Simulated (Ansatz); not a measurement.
## Wurtzite alloy of AlN and BN (9 of 48 Al sites exchanged), 96 atoms

Ansatz, PAW, plane waves. PBEsol relaxation of cell lengths and atoms (angles held) at the single k point (¼, ¼, ¼) without its symmetry partners; single points on the relaxed atoms at the single k point (¼, ¼, ¼) without its symmetry partners, onto which points of the small cell's zone fold. Arrangement: unlike neighbours preferred. No spin–orbit coupling unless named.

Relaxed structure:

```yaml
crystal:
  lattice:
    - [9.04727, 0.00000, 0.00000]
    - [0.00000, 10.43890, 0.00000]
    - [0.00000, 0.00000, 9.66305]
  atoms:
    - { symbol: Al, position: [0.16992, 0.08499, 0.25438] }
    - { symbol: Al, position: [0.16894, 0.08398, 0.74170] }
    - { symbol: Al, position: [0.49228, 0.08059, 0.24936] }
    - { symbol: Al, position: [0.49703, 0.08165, 0.74739] }
    - { symbol: Al, position: [0.32700, 0.33121, 0.24935] }
    - { symbol: Al, position: [0.32991, 0.33435, 0.74732] }
    - { symbol: Al, position: [0.16142, 0.58737, 0.24786] }
    - { symbol: Al, position: [0.16096, 0.58684, 0.74749] }
    - { symbol: Al, position: [0.00560, 0.82807, 0.24750] }
    - { symbol: Al, position: [0.00663, 0.82793, 0.74868] }
    - { symbol: Al, position: [0.83442, 0.09045, 0.24289] }
    - { symbol: Al, position: [0.83244, 0.09313, 0.75421] }
    - { symbol: Al, position: [0.66782, 0.33301, 0.23362] }
    - { symbol: Al, position: [0.66551, 0.33159, 0.75929] }
    - { symbol: Al, position: [0.49564, 0.58599, 0.24315] }
    - { symbol: Al, position: [0.49834, 0.58375, 0.75387] }
    - { symbol: Al, position: [0.84543, 0.57915, 0.24823] }
    - { symbol: Al, position: [0.84407, 0.57975, 0.74773] }
    - { symbol: Al, position: [0.66308, 0.83255, 0.24980] }
    - { symbol: Al, position: [0.66296, 0.83215, 0.74889] }
    - { symbol: Al, position: [0.00347, 0.17277, 0.49799] }
    - { symbol: Al, position: [0.99843, 0.17318, 0.99845] }
    - { symbol: Al, position: [0.33921, 0.17267, 0.99834] }
    - { symbol: Al, position: [0.15998, 0.41485, 0.49780] }
    - { symbol: Al, position: [0.16244, 0.42130, 0.99804] }
    - { symbol: Al, position: [0.66271, 0.16910, 0.49699] }
    - { symbol: Al, position: [0.49795, 0.41081, 0.49774] }
    - { symbol: Al, position: [0.32839, 0.67116, 0.49828] }
    - { symbol: Al, position: [0.33142, 0.66820, 0.99689] }
    - { symbol: Al, position: [0.17230, 0.91183, 0.49816] }
    - { symbol: Al, position: [0.17108, 0.91011, 0.99784] }
    - { symbol: Al, position: [0.84057, 0.41684, 0.49718] }
    - { symbol: Al, position: [0.83860, 0.41451, 0.99700] }
    - { symbol: Al, position: [0.67016, 0.66462, 0.49775] }
    - { symbol: Al, position: [0.67327, 0.65994, 0.00061] }
    - { symbol: Al, position: [0.48931, 0.91893, 0.49857] }
    - { symbol: Al, position: [0.49754, 0.91829, 0.99857] }
    - { symbol: Al, position: [0.83711, 0.91351, 0.50012] }
    - { symbol: Al, position: [0.83215, 0.91654, 0.99809] }
    - { symbol: B, position: [0.00137, 0.33394, 0.25108] }
    - { symbol: B, position: [0.00093, 0.33344, 0.75185] }
    - { symbol: B, position: [0.33209, 0.83342, 0.25125] }
    - { symbol: B, position: [0.33374, 0.83327, 0.75226] }
    - { symbol: B, position: [0.33252, 0.16745, 0.50360] }
    - { symbol: B, position: [0.00126, 0.66615, 0.50192] }
    - { symbol: B, position: [0.00076, 0.66688, 0.00179] }
    - { symbol: B, position: [0.65943, 0.16745, 0.00588] }
    - { symbol: B, position: [0.49615, 0.41331, 0.00490] }
    - { symbol: N, position: [0.00438, 0.18592, 0.19502] }
    - { symbol: N, position: [0.00091, 0.18630, 0.69489] }
    - { symbol: N, position: [0.33147, 0.16708, 0.18676] }
    - { symbol: N, position: [0.33433, 0.16848, 0.67193] }
    - { symbol: N, position: [0.14856, 0.41090, 0.19582] }
    - { symbol: N, position: [0.14749, 0.41011, 0.69552] }
    - { symbol: N, position: [0.00044, 0.66719, 0.16610] }
    - { symbol: N, position: [0.00016, 0.66719, 0.66609] }
    - { symbol: N, position: [0.65999, 0.16232, 0.17159] }
    - { symbol: N, position: [0.66336, 0.16702, 0.68780] }
    - { symbol: N, position: [0.49305, 0.41766, 0.17151] }
    - { symbol: N, position: [0.50003, 0.41773, 0.68896] }
    - { symbol: N, position: [0.33014, 0.68613, 0.19306] }
    - { symbol: N, position: [0.33305, 0.68376, 0.69716] }
    - { symbol: N, position: [0.18457, 0.90971, 0.19634] }
    - { symbol: N, position: [0.18640, 0.90652, 0.69498] }
    - { symbol: N, position: [0.85575, 0.40510, 0.19226] }
    - { symbol: N, position: [0.85069, 0.40401, 0.69740] }
    - { symbol: N, position: [0.67246, 0.66176, 0.19434] }
    - { symbol: N, position: [0.67046, 0.66175, 0.69275] }
    - { symbol: N, position: [0.47944, 0.90601, 0.19497] }
    - { symbol: N, position: [0.47948, 0.90646, 0.69521] }
    - { symbol: N, position: [0.83665, 0.91849, 0.19204] }
    - { symbol: N, position: [0.83781, 0.92149, 0.69627] }
    - { symbol: N, position: [0.18305, 0.08979, 0.45223] }
    - { symbol: N, position: [0.16736, 0.08264, 0.93790] }
    - { symbol: N, position: [0.00010, 0.33345, 0.41600] }
    - { symbol: N, position: [0.00282, 0.33400, 0.91655] }
    - { symbol: N, position: [0.47980, 0.09406, 0.44636] }
    - { symbol: N, position: [0.51723, 0.09323, 0.94465] }
    - { symbol: N, position: [0.32960, 0.31577, 0.44679] }
    - { symbol: N, position: [0.34750, 0.34649, 0.94485] }
    - { symbol: N, position: [0.14887, 0.59142, 0.44599] }
    - { symbol: N, position: [0.14777, 0.59525, 0.94493] }
    - { symbol: N, position: [0.00242, 0.81443, 0.44498] }
    - { symbol: N, position: [0.00014, 0.81577, 0.94516] }
    - { symbol: N, position: [0.83480, 0.08318, 0.43801] }
    - { symbol: N, position: [0.81347, 0.09698, 0.95069] }
    - { symbol: N, position: [0.66898, 0.33658, 0.43030] }
    - { symbol: N, position: [0.65019, 0.32793, 0.95816] }
    - { symbol: N, position: [0.49523, 0.57994, 0.43793] }
    - { symbol: N, position: [0.50174, 0.56168, 0.95025] }
    - { symbol: N, position: [0.33318, 0.83231, 0.41599] }
    - { symbol: N, position: [0.33723, 0.83291, 0.91738] }
    - { symbol: N, position: [0.85508, 0.59240, 0.44515] }
    - { symbol: N, position: [0.85545, 0.59005, 0.94424] }
    - { symbol: N, position: [0.66270, 0.83643, 0.44439] }
    - { symbol: N, position: [0.66385, 0.82966, 0.94276] }
```

Q: What are the mean bond lengths by pair (pairs within 1.2 times the sum of covalent radii, less contacts 15 % beyond the pair's median; cation–cation pairs of compounds aside; long ionic contacts are cut short by that bound)?

A: Al–N 1.888 ± 0.027 Å (standard deviation, 156 bonds); B–N 1.632 ± 0.031 Å (standard deviation, 36 bonds).

Q: What gap lies between the top filled and the lowest empty level in the single points?

A: r²SCAN 5.42 eV (5.1 s on NVIDIA H100). Away from Γ this isn't the crystal's band gap.
